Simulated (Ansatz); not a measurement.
An elastic tensor (GPa, Voigt order, standard axes) from plane-wave PAW r²SCAN (Ansatz code):

```
 516   130   130   0.0   0.0   0.0
 130   516   130   0.0   0.0   0.0
 130   130   516   0.0   0.0   0.0
 0.0   0.0   0.0  87.2   0.0   0.0
 0.0   0.0   0.0   0.0  87.2   0.0
 0.0   0.0   0.0   0.0   0.0  87.2
```

Task: Which of these materials gives this?
(A) MoS2, fluorite
(B) GaMo3N, anti-perovskite
(C) GaAs, zinc blende
(D) MoSe, CsCl type

Result: B, GaMo3N, anti-perovskite

Space group Pm-3m (anti-perovskite). The start of the workflow was typed in or built on a structure type; neither database checked (COD, Materials Project) lists it. Its standing as an ambient phase is unchecked. The cell was relaxed with r²SCAN under the symmetry of its start; its stability against distortions is not shown here. The workflow began spin-polarised and lost its moments. As this level gives no gap, shear constants depend on the k-mesh and smearing (Fermi–Dirac, 0.1 eV here).

Potentials: the earlier of the program's two PAW sets.
